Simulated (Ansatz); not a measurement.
**Stability checks on a candidate for Na₂Pd**

It was reached by relaxing an invented guess, and it needn't be the stable form of this composition.

These are results of Ansatz, DFT PBE, scalar-relativistic, plane waves, PAW, not measurements. Settings of the last relaxation (3-atom cell): 420 eV, 18×18×6 k points, Gaussian smearing of 0.10 eV, no spin polarisation.

```
CELL_PARAMETERS angstrom
3.13084 0.00000 0.00000
-1.56542 2.71139 0.00000
0.00000 0.00000 7.96545
ATOMIC_POSITIONS crystal
Na 0.33333 0.66667 0.28639
Na 0.66667 0.33333 0.71361
Pd 0.00000 0.00000 0.00000
```

Energies over the elements count from the elements' standard structures at the same level, with no fitted energy shifts.

Q: These tests were run: energy against the elements; phonons at Γ. What do they show?

A:

```tsv
test	result
energy against the elements	+0.04 eV/atom
phonons at Γ	lowest optical mode 75 cm⁻¹
```

It fails one test: energy against the elements. It may still be a metastable minimum.

The run for the phonons used an 18×18×6 k mesh and Fermi–Dirac smearing of 0.15 eV.
